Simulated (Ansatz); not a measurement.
Values for one crystal, relaxed and computed with r²SCAN in the plane-wave PAW code Ansatz; other levels are named.

```yaml
volume_per_atom: 13.77 Å³
electronic_character: metallic (no gap)
Bulk modulus (Birch–Murnaghan fit): 242 GPa
Gap with spin–orbit coupling: none (metallic)
Formation energy from the elements (no fitted shifts): 15 kJ/mol of atoms
Pressure derivative B′: 4.0
Density of states at the Fermi level: 1.0 states/eV per atom (mean over ±0.08 eV)
```

**Question.** Which compound is it?
(A) CaNi2, cubic Laves (MgCu2 type)
(B) EuRh2, cubic Laves (MgCu2 type)
(C) NbCr2, cubic Laves (MgCu2 type)
(D) BiAu2, cubic Laves (MgCu2 type)

**Answer.** C, NbCr2, cubic Laves (MgCu2 type)

Space group Fd-3m (cubic Laves (MgCu2 type)). The workflow started from an entry of the Crystallography Open Database (COD). Its standing as an ambient phase is unchecked. Symmetry was held in the r²SCAN relaxation; whether a distortion lowers the energy is not shown. The workflow began spin-polarised and lost its moments. Its formation energy is positive at this level, so the cell may be metastable or incomplete. The references are the lowest solids computed at this level, not always the standard phases. Scalar-relativistic: spin–orbit coupling is off unless named, which matters more the heavier the elements.

Potentials: the later of the program's two PAW sets.
